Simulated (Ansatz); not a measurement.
## Computed frozen-phonon scan: CuAu (CuAu type, space group P4/mmm)

Starting cell, CuAu (CuAu type, space group P4/mmm):

```
CELL_PARAMETERS angstrom
      2.88152     0.00000     0.00000
      0.00000     2.88152     0.00000
      0.00000     0.00000     7.22951
ATOMIC_POSITIONS crystal
  Cu 0.50000 0.50000 0.25000
  Cu 0.50000 0.50000 0.75000
  Au 0.00000 0.00000 0.00000
  Au 0.00000 0.00000 0.50000
```

A phonon eigenvector at Z = (0.0, 0.0, 0.5) is frozen into this cell: atom i moves by Q times the vector below, so Q is the largest atomic displacement, in Å. The cell is held. It is one choice among 2 degenerate patterns. (q is in reciprocal vectors of the primitive cell; the cell shown is doubled to hold the pattern.)

```json
[
 {"atom": "Au3", "x": "0.000", "y": "1.000", "z": "0.000"},
 {"atom": "Au4", "x": "0.000", "y": "-1.000", "z": "0.000"}
]
```

Atoms not listed stay in place.

Method: PBE (plane waves to 420 eV, PAW, scalar-relativistic; Ansatz, a quantum-chemistry and plane-wave program). k mesh 16×16×7 (Γ-centred), Fermi-Dirac smearing 0.05 eV. E stands for the smeared free energy. Compression counts positive. With partly filled bands, energies and forces of such displacements shift with the k mesh and the smearing. CuAu is run without spin polarisation. CuAu was relaxed with its symmetry unable to fall. Spin-orbit coupling is left out, though Au is heavy. ΔE is measured from the undisplaced structure.

| Q (Å) | ΔE (eV/cell) | P (GPa) | −dE/dQ from forces (eV/Å) |
|---|---|---|---|
| -0.180 | 0.103 | 1.3 | 1.146 |
| -0.150 | 0.072 | 0.9 | 0.955 |
| -0.120 | 0.046 | 0.5 | 0.765 |
| -0.090 | 0.026 | 0.3 | 0.574 |
| -0.060 | 0.011 | 0.1 | 0.382 |
| -0.030 | 0.003 | 0.0 | 0.191 |
| 0.000 | 0.000 | -0.1 | 0.000 |
| 0.030 | 0.003 | 0.0 | -0.191 |
| 0.060 | 0.011 | 0.1 | -0.382 |
| 0.090 | 0.026 | 0.3 | -0.574 |
| 0.120 | 0.046 | 0.5 | -0.765 |
| 0.150 | 0.072 | 0.9 | -0.955 |
| 0.180 | 0.103 | 1.3 | -1.146 |

Read from the data:

| Item | Value |
|---|---|
| Energy at Q = 0.180 Å | 103 meV/cell |
| Space group of the distorted cell | Pmma (No. 51), lowered from P4/mmm |
| Symmetry of the curve | even: the same for both signs |
| Shape of the curve | a single well with its minimum at or next to zero displacement |
| Harmonic wavenumber from the curvature (finite differences) | 66 cm⁻¹ |
| Wavenumber by perturbation theory (DFPT, on another k mesh) | 66 cm⁻¹ |

(A displaced cell: forces are minus the slopes of the energy, force constants its curvatures, and phonons follow from these.)
